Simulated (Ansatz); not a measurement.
## SiO2 (rutile) under strain

Rutile SiO2, relaxed with r2SCAN in Ansatz. It is tetragonal, P4_2/mnm (No. 136); a = 4.185 Å, c = 2.669 Å in the conventional setting, 7.79 Å³ an atom. Si has 6 O at 1.76–1.81 Å; O has 3 Si at 1.76–1.81 Å.

The axes x, y and z are those of this cell:
```yaml
crystal:
  lattice:
    - [4.18519, 0.00000, 0.00000]
    - [0.00000, 4.18519, 0.00000]
    - [0.00000, 0.00000, 2.66884]
  atoms:
    - { symbol: Si, position: [0.00000, 0.00000, 0.00000] }
    - { symbol: Si, position: [0.50000, 0.50000, 0.50000] }
    - { symbol: O, position: [0.30610, 0.30610, 0.00000] }
    - { symbol: O, position: [0.19390, 0.80610, 0.50000] }
    - { symbol: O, position: [0.80610, 0.19390, 0.50000] }
    - { symbol: O, position: [0.69390, 0.69390, 0.00000] }
```

Unstrained: The PBE gap is direct at Γ: 5.555 eV. With r2SCAN the gap is 6.512 eV and direct, at Γ. With HSE06 the gap is 7.661 eV and direct, at Γ. Meshes: PBE 6×6×10, r2SCAN 6×6×10, HSE06 4×4×6. Strains are changes of length per length. After each strain the atoms were relaxed again with r2SCAN in this cell and within any symmetry left, so distortions that break it or need a larger cell weren't tested; points keep the names that they have in the unstrained zone. (Simulation; spin polarisation is off.)

Changes of the least gap in eV (an overlap counts as a negative gap):
```json
{"strain": "epitaxial -4.0 % in the xy plane, free normal strain +2.35 %", "volume change (%)": "-5.7", "space group": "P4_2/mnm", "PBE": "+0.562", "r2SCAN": "+0.533", "HSE06": "+0.437", "energy rise, r2SCAN (meV/atom)": "50.5"}
{"strain": "epitaxial -3.0 % in the xy plane, free normal strain +1.70 %", "volume change (%)": "-4.3", "space group": "P4_2/mnm", "PBE": "+0.542", "r2SCAN": "+0.562", "HSE06": "+0.577", "energy rise, r2SCAN (meV/atom)": "27.4"}
{"strain": "epitaxial -2.0 % in the xy plane, free normal strain +1.09 %", "volume change (%)": "-2.9", "space group": "P4_2/mnm", "PBE": "+0.355", "r2SCAN": "+0.369", "HSE06": "+0.380", "energy rise, r2SCAN (meV/atom)": "11.7"}
{"strain": "epitaxial -1.0 % in the xy plane, free normal strain +0.53 %", "volume change (%)": "-1.5", "space group": "P4_2/mnm", "PBE": "+0.173", "r2SCAN": "+0.181", "HSE06": "+0.186", "energy rise, r2SCAN (meV/atom)": "2.8"}
{"strain": "epitaxial +1.0 % in the xy plane, free normal strain -0.50 %", "volume change (%)": "+1.5", "space group": "P4_2/mnm", "PBE": "-0.159", "r2SCAN": "-0.167", "HSE06": "-0.172", "energy rise, r2SCAN (meV/atom)": "2.6"}
{"strain": "epitaxial +2.0 % in the xy plane, free normal strain -0.96 %", "volume change (%)": "+3.0", "space group": "P4_2/mnm", "PBE": "-0.306", "r2SCAN": "-0.323", "HSE06": "-0.334", "energy rise, r2SCAN (meV/atom)": "9.9"}
{"strain": "epitaxial +3.0 % in the xy plane, free normal strain -1.39 %", "volume change (%)": "+4.6", "space group": "P4_2/mnm", "PBE": "-0.435", "r2SCAN": "-0.463", "HSE06": "-0.477", "energy rise, r2SCAN (meV/atom)": "21.2"}
{"strain": "epitaxial +4.0 % in the xy plane, free normal strain -1.79 %", "volume change (%)": "+6.2", "space group": "P4_2/mnm", "PBE": "-0.548", "r2SCAN": "-0.586", "HSE06": "-0.605", "energy rise, r2SCAN (meV/atom)": "35.8"}
```

Epitaxial -4.0 % in the xy plane, free normal strain +2.35 %. HSE06: the gap goes from 7.661 to 8.098 eV (+0.437 eV); with r2SCAN the top three valence levels at Γ, grouped 1+2 from the top over 879 meV, become 1+2 over 847 meV. Stress change with r2SCAN, compression positive: xx +28.28, yy +28.28, zz 0.00 GPa.

Epitaxial -3.0 % in the xy plane, free normal strain +1.70 %. HSE06: the gap goes from 7.661 to 8.238 eV (+0.577 eV); with r2SCAN the top three valence levels at Γ, grouped 1+2 from the top over 879 meV, become 1+2 over 869 meV. Stress change with r2SCAN, compression positive: xx +20.09, yy +20.09, zz -0.03 GPa.

Epitaxial -2.0 % in the xy plane, free normal strain +1.09 %. HSE06: the gap goes from 7.661 to 8.040 eV (+0.380 eV). Stress change with r2SCAN, compression positive: xx +12.65, yy +12.65, zz -0.01 GPa.

Epitaxial -1.0 % in the xy plane, free normal strain +0.53 %. HSE06: the gap goes from 7.661 to 7.847 eV (+0.186 eV); with r2SCAN the top three valence levels at Γ, grouped 1+2 from the top over 879 meV, become 1+2 over 884 meV. Stress change with r2SCAN, compression positive: xx +5.95, yy +5.95, zz 0.00 GPa.

Epitaxial +1.0 % in the xy plane, free normal strain -0.50 %. HSE06: the gap goes from 7.661 to 7.488 eV (-0.172 eV); with r2SCAN the top three valence levels at Γ, grouped 1+2 from the top over 879 meV, become 1+2 over 866 meV. Stress change with r2SCAN, compression positive: xx -5.16, yy -5.16, zz +0.05 GPa.

Epitaxial +2.0 % in the xy plane, free normal strain -0.96 %. HSE06: the gap goes from 7.661 to 7.327 eV (-0.334 eV); with r2SCAN the top three valence levels at Γ, grouped 1+2 from the top over 879 meV, become 1+2 over 846 meV. Stress change with r2SCAN, compression positive: xx -9.60, yy -9.60, zz 0.00 GPa.

Epitaxial +3.0 % in the xy plane, free normal strain -1.39 %. HSE06: the gap goes from 7.661 to 7.184 eV (-0.477 eV); with r2SCAN the top three valence levels at Γ, grouped 1+2 from the top over 879 meV, become 1+2 over 819 meV. Stress change with r2SCAN, compression positive: xx -13.28, yy -13.28, zz -0.01 GPa.

Epitaxial +4.0 % in the xy plane, free normal strain -1.79 %. HSE06: the gap goes from 7.661 to 7.055 eV (-0.605 eV); with r2SCAN the top three valence levels at Γ, grouped 1+2 from the top over 879 meV, become 1+2 over 788 meV. Stress change with r2SCAN, compression positive: xx -16.26, yy -16.26, zz -0.04 GPa.

The meshes of the hybrids are coarse, so their gaps aren't converged to the digits shown.

The splittings at Γ are without spin-orbit coupling, which regroups them where it is of like size.
